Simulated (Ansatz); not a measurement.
The start is a generated cell, YSi2 placed in the Al2Cu structure type. Cell shape, volume and atoms are optimised at zero target pressure with r2SCAN (plane waves to 500 eV, PAW, scalar-relativistic; Ansatz, an electronic-structure program). The first steps use a coarse 5×5×5 k-mesh.

Starting cell:
```yaml
crystal:
  lattice:
    - [-4.13314, 4.13314, 3.32567]
    - [4.13314, -4.13314, 3.32567]
    - [4.13314, 4.13314, -3.32567]
  atoms:
    - { symbol: Si, position: [0.65800, 0.15800, 0.81600] }
    - { symbol: Si, position: [0.84200, 0.65800, 0.50000] }
    - { symbol: Si, position: [0.15800, 0.34200, 0.50000] }
    - { symbol: Si, position: [0.34200, 0.84200, 0.18400] }
    - { symbol: Y, position: [0.25000, 0.25000, 0.00000] }
    - { symbol: Y, position: [0.75000, 0.75000, 0.00000] }
```

Task: What pressure does the first self-consistent step give?

Result: -11 GPa (negative: the cell is under tension).

Task: What is the largest force in the starting geometry, and on which atom (counted from 1)?

Result: About 0.6 eV/Å, on Si1, Si2, Si3, Si4 (atoms numbered as listed).

Task: How much energy is released per atom?

Result: 1.72 to 1.73 eV/atom (the two k-meshes of the run give this range).

Task: How do the shortest distances between atoms change?

Result: The closest pairs of elements (up to four, under 3.6 Å), start → end: Si–Si 3.69 → 2.65 Å; Si–Y 3.53 → 2.94 Å; Y–Y 3.33 → 3.75 Å.

Task: What band gap does the relaxed structure have at this level?

Result: No gap (metallic).

Task: Give the final cell and atomic positions.

Result: 
```cif
data_Si2Y
_chemical_formula_sum 'Si2 Y1'
_space_group_name_H-M_alt 'P4/mmm'
_space_group_IT_number 123
_space_group_name_Hall '-P 4 2'
_cell_length_a 3.74793
_cell_length_b 3.74793
_cell_length_c 4.53318
_cell_angle_alpha 90.000
_cell_angle_beta 90.000
_cell_angle_gamma 90.000
loop_
_atom_site_label
_atom_site_type_symbol
_atom_site_symmetry_multiplicity
_atom_site_Wyckoff_symbol
_atom_site_fract_x
_atom_site_fract_y
_atom_site_fract_z
_atom_site_occupancy
Si1 Si 2 f 0.00000 0.50000 0.00000 1
Y1 Y 1 b 0.00000 0.00000 0.50000 1
```

Final values are on a 12×12×10 k-mesh of the relaxed cell. No spin polarisation in the result. The relaxed primitive cell holds an odd number of electrons. A magnetic state may lie lower.

The run could not lower the symmetry of its start; a shaken copy of this end point relaxes with r2SCAN to Cmmm (No. 65), 0.19 eV/atom lower.

The relaxed structure here is a generated cell of YSi2: the first start was made by placing the elements on the sites of a structure type, and the end was not matched to a known phase here, so it may be hypothetical.
